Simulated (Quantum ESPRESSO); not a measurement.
pw.x input (Quantum ESPRESSO 7.5; PBEsol, PseudoDojo standard norm-conserving files, fully relativistic):

```
&CONTROL
  calculation = 'scf'
  pseudo_dir = './pseudo'
  outdir = './out'
  tprnfor = .true.
  tstress = .true.
/
&SYSTEM
  ibrav = 0
  nat = 4
  ntyp = 3
  ecutwfc = 102.0
  ecutrho = 408.0
  occupations = 'smearing'
  smearing = 'fd'
  degauss = 0.002
  nbnd = 86
  noncolin = .true.
  lspinorb = .true.
/
&ELECTRONS
  conv_thr = 4e-10
/
ATOMIC_SPECIES
Se 78.9710 Se.upf
Cd 112.4140 Cd.upf
Hg 200.5920 Hg.upf
CELL_PARAMETERS angstrom
  4.323230564000   0.000000000000   0.000000000000
  0.000000000000   4.323230564000   0.000000000000
  0.000000000000   0.000000000000   6.094654633000
ATOMIC_POSITIONS crystal
Se   0.000000000000   0.500000000000   0.252539568000
Se   0.500000000000   0.000000000000   0.747460432000
Cd   0.500000000000   0.500000000000   0.500000000000
Hg   0.000000000000   0.000000000000   0.000000000000
K_POINTS automatic
6 6 4 0 0 0
```

End of the output:

```

[...]
     the Fermi energy is     8.2131 ev
!    total energy              =   -1167.70788788 Ry
     estimated scf accuracy    <          1.6E-10 Ry
     smearing contrib. (-TS)   =      -0.00004161 Ry
     internal energy E=F+TS    =   -1167.70784627 Ry
     The total energy is F=E-TS. E is the sum of the following terms:
     one-electron contribution =    -738.84037264 Ry
     hartree contribution      =     379.40798631 Ry
     xc contribution           =    -198.16266530 Ry
     ewald contribution        =    -610.11279463 Ry
     convergence has been achieved in  10 iterations
     Forces acting on atoms (cartesian axes, Ry/au):
     atom    1 type  1   force =     0.00000000    0.00000000   -0.00215591
     atom    2 type  1   force =     0.00000000    0.00000000    0.00215591
     atom    3 type  2   force =     0.00000000    0.00000000    0.00000000
     atom    4 type  3   force =     0.00000000    0.00000000    0.00000000
     Total force =     0.003049     Total SCF correction =     0.000051
     Computing stress (Cartesian axis) and pressure
          total   stress  (Ry/bohr**3)                   (kbar)     P=       -2.83
  -0.00001819   0.00000000   0.00000000           -2.68        0.00        0.00
   0.00000000  -0.00001819   0.00000000            0.00       -2.68        0.00
   0.00000000   0.00000000  -0.00002127            0.00        0.00       -3.13
```

Geometry relaxed with PBEsol.
